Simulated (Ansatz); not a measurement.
WS2 (2H-MoS2 type, space group P6_3/mmc)

```yaml
crystal:
  lattice:
    - [3.15429, 0.00000, 0.00000]
    - [-1.57715, 2.73170, 0.00000]
    - [0.00000, 0.00000, 12.14086]
  atoms:
    - { symbol: W, position: [0.33333, 0.66667, 0.25000] }
    - { symbol: W, position: [0.66667, 0.33333, 0.75000] }
    - { symbol: S, position: [0.33333, 0.66667, 0.62030] }
    - { symbol: S, position: [0.66667, 0.33333, 0.12030] }
    - { symbol: S, position: [0.66667, 0.33333, 0.37970] }
    - { symbol: S, position: [0.33333, 0.66667, 0.87970] }
```

This relaxed cell (volume V₀) is scaled evenly in all directions, its shape held. The atoms relax within the cell's symmetry.

These are PBE-D3(BJ) (plane waves to 420 eV, PAW, scalar-relativistic; Ansatz, a quantum-chemistry and plane-wave program) values and carry that method's errors. k mesh 12×12×3 (Γ-centred), Fermi-Dirac smearing 0.05 eV. E stands for the smeared free energy. Compression counts positive. With the shape held, the modulus is that of even scaling; a crystal free to change shape is softer. Spin-orbit coupling is left out, though W is heavy. The PAW data are Ansatz's earlier set. WS2 is run without spin polarisation. WS2 was relaxed with its symmetry unable to fall. The zero of ΔE is the relaxed starting cell.

| V (Å³/atom) | ΔE (meV/atom) |
|---|---|
| 16.389 | 17.4 |
| 16.599 | withheld |
| 16.808 | 6.0 |
| 17.017 | 2.6 |
| 17.226 | 0.6 |
| 17.435 | 0.0 |
| 17.645 | 0.6 |
| 17.854 | 2.4 |
| 18.063 | 5.3 |
| 18.272 | 9.2 |
| 18.482 | 14.2 |

**Question.** Fit a third-order Birch-Murnaghan form (E₀, V₀, B₀, B₀′ free) to the given rows and predict ΔE at V = 16.599.

**Answer.** Least squares on the 10 given rows: ΔE = E₀ + (9V₀B₀/16)·y²·[2 + (B₀′ − 4)y], y = (V₀/V)^(2/3) − 1, with V₀ = 17.436 Å³/atom, B₀ = 80.00 GPa (160.2 GPa = 1 eV/Å³; the term in eV is multiplied by 1000), B₀′ = 4.06, E₀ = -0.02 meV/atom; root-mean-square residual 0.02 meV/atom. At 16.599 the fit gives 10.9 meV/atom; the calculation gives 10.9 meV/atom, the same to the digits shown. For the pressure the fit gives 4.35 GPa against the computed 4.39 GPa.

(A scan under strain: stresses follow from slopes of the energy per volume, elastic moduli from its curvatures.)
